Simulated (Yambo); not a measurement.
Material: CaS (rock salt, space group Fm-3m, No. 225) under isotropic strain of -0.7 % on all lattice vectors; a = b = c = 3.954 Å, α = β = γ = 60.00° (2 atoms in the cell). The PBEsol cell relaxed from Materials Project entry mp-1672 was given an isotropic strain of -0.7 % on all lattice vectors, and the atoms were relaxed again.

With norm-conserving PBEsol (Quantum ESPRESSO, 68 Ry, scalar-relativistic), the gap between the mesh's edge points (Γ → X) is 2.103 eV.

Q: By how much does one-shot G0W0 (Yambo; 4×4×4 Γ-centred k mesh, 103 bands and a 10 Ry block in the screening, 103 bands in G with the Bruneval-Gonze terminator, plasmon pole fitted at 27.2 eV) open this gap, and what gap results?

A: The correction is 1.974 eV, giving 4.077 eV, 1.9 times the PBEsol value.  Convergence of the G0W0 settings was not tested.
